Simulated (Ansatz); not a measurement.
Relaxed-ion elastic tensor of Cu2O in space group Pn-3m (No. 224; Cu on 4c, O on 2a) in GPa (Voigt order), PBEsol in the plane-wave PAW code Ansatz; density 6.31 g/cm³, 12.55 Å³ per atom.

```json
[
 {"": "1", "1": "142", "2": "124", "3": "124", "4": "0.0", "5": "0.0", "6": "0.0"},
 {"": "2", "1": "124", "2": "142", "3": "124", "4": "0.0", "5": "0.0", "6": "0.0"},
 {"": "3", "1": "124", "2": "124", "3": "142", "4": "0.0", "5": "0.0", "6": "0.0"},
 {"": "4", "1": "0.0", "2": "0.0", "3": "0.0", "4": "4.2", "5": "0.0", "6": "0.0"},
 {"": "5", "1": "0.0", "2": "0.0", "3": "0.0", "4": "0.0", "5": "4.2", "6": "0.0"},
 {"": "6", "1": "0.0", "2": "0.0", "3": "0.0", "4": "0.0", "5": "0.0", "6": "4.2"}
]
```

**Question.** Is the crystal mechanically stable?

**Answer.** Yes: the smallest eigenvalue of C is 4.2 GPa.

**Question.** Work out the Voigt, Reuss and Hill averages.

**Answer.** K_V = 130, K_R = 130, K_H = 130; G_V = 6.0, G_R = 5.3, G_H = 5.6 GPa.

**Question.** Give Young's modulus, Poisson's ratio, Pugh's ratio and the universal anisotropy index.

**Answer.** E = 9KG/(3K + G) = 16.6 GPa; ν = 0.48; K/G = 23.17 (ductile by the Pugh limit of 1.75); A_U = 5G_V/G_R + K_V/K_R − 6 = 0.68.

**Question.** Estimate the sound speeds and the Debye temperature.

**Answer.** v_l = √((K + 4G/3)/ρ) = 4670 m/s, v_t = √(G/ρ) = 944 m/s, mean 1080 m/s; Θ = (h/k)(3n/4πV)^(1/3) v_m = 138 K.

**Question.** Give the Zener ratio and Young's modulus along [100], [110] and [111].

**Answer.** A = 2C44/(C11 − C12) = 0.48; 1/E = S11 − 2(S11 − S12 − S44/2)Γ with Γ = 0, 1/4, 1/3 gives 25.5, 14.2, 12.4 GPa.

The PBEsol relaxation kept the symmetry of its start. The run is not spin-polarised. No Hubbard U is applied.

Potentials: the earlier of the program's two PAW sets. The files were generated under PBE; for other functionals the program regenerates the frozen cores, and for LDA and PBEsol the local potential too.
